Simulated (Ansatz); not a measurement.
Recipe of this trial structure of SiB₂: 4-, 6-connected net, elements by coordination (Cmmm, No. 65). Lengths were set from tabulated atomic sizes, so they are only a guess.

```cif
data_structure
_symmetry_space_group_name_H-M 'P 1'
_symmetry_Int_Tables_number 1
_cell_length_a 4.9132
_cell_length_b 4.9132
_cell_length_c 2.9645
_cell_angle_alpha 90.000
_cell_angle_beta 90.000
_cell_angle_gamma 129.759
_cell_volume 55.01
loop_
_atom_site_label
_atom_site_type_symbol
_atom_site_fract_x
_atom_site_fract_y
_atom_site_fract_z
_atom_site_occupancy
Si1 Si 0.00000 0.50000 0.00000 1
Si2 Si 0.50000 0.00000 0.00000 1
B1 B 0.10192 0.32163 0.50000 1
B2 B 0.89808 0.67837 0.50000 1
B3 B 0.32163 0.10192 0.50000 1
B4 B 0.67837 0.89808 0.50000 1
```

Computed with DFT PBE, scalar-relativistic, plane waves, PAW in Ansatz 0.2.0. Cutoff 420 eV, Gaussian smearing, Γ-centred meshes. Cell and atoms relax first on a coarse mesh and then on a finer one. In between, the cell is made exact in the group found at 0.06 Å. In metals the finer mesh still leaves noise of several meV/atom or more. The steps can't lower the symmetry of their start. No spin polarisation.

A guess keeps its type if space group and coordination stay and the shape of the cell changes little (axis ratios within about 15 %, angles within 6°); the volume may change.

Question: Will the relaxed cell still be of the starting type?

Answer: It doesn't keep its type. The symmetry stays Cmmm (No. 65). The volume per atom grows by 31.4 %, from 9.2 to 12.0 Å³. The shortest distance goes from 1.77 Å (B–B) to 1.75 Å (B–B). Counting neighbours within 15 % of an atom's shortest distance, the start has B 4, Si 6 and the end B 2, Si 4. In detail, at the end Si is surrounded by 4 B at 2.03 Å; around B lie 2 B at 1.75–1.76 Å and 2 Si at 2.03 Å.

```
CELL_PARAMETERS angstrom
2.87911 -3.69703 0.00000
2.87911 3.69703 0.00000
0.00000 0.00000 3.39455
ATOMIC_POSITIONS crystal
Si 0.00000 0.50000 0.00000
Si 0.50000 0.00000 0.00000
B 0.03330 0.27100 0.50000
B 0.96670 0.72900 0.50000
B 0.27100 0.03330 0.50000
B 0.72900 0.96670 0.50000
```

The zero of energy is the elements' standard structures at the same level; no fitted shifts are applied.

Question: At what energy does it end?

Answer: +0.79 eV/atom. A positive value: parting into the elements would lower its energy.

The last run used an 8×8×12 mesh (in the run's order of axes) for its 6-atom cell and Gaussian smearing of 0.10 eV. A structure relaxed within its symmetry needn't be a true minimum.
